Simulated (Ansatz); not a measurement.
ZrTa in space group Pmma (No. 51; Ta on 2e, Zr on 2f) under volume change, PBE in the plane-wave PAW code Ansatz, shape and atoms relaxed at each volume.

| V (Å³/atom) | E − E(relaxed) (meV/atom) | P (GPa) |
|---|---|---|
| 18.844 | 73.7 | 13.62 |
| 19.465 | ___ | ___ |
| 20.087 | 7.4 | 3.91 |
| 20.708 | 0.0 | 0.00 |
| 21.329 | ___ | ___ |
| 21.950 | 25.1 | -6.18 |
| 22.572 | 53.8 | -8.57 |

Q: What belongs in the gaps?

A: 
- 19.465, E − E(relaxed) (meV/atom): 31.1
- 19.465, P (GPa): 8.44
- 21.329, E − E(relaxed) (meV/atom): 6.6
- 21.329, P (GPa): -3.34

Q: What does a third-order Birch–Murnaghan fit give for V₀, B₀ and B′?

A: V₀ = 20.71 Å³/atom, B₀ = 119 GPa, B′ = 4.1.

The start of the workflow was typed in or built on a structure type; neither database checked (COD, Materials Project) lists it. Whether it is the stable phase at ambient conditions was not checked. The PBE relaxation kept the symmetry of its start; its stability against distortions is not shown here. The run is not spin-polarised. Spin–orbit coupling is left out wherever it is not named.

Potentials: the earlier of the program's two PAW sets.
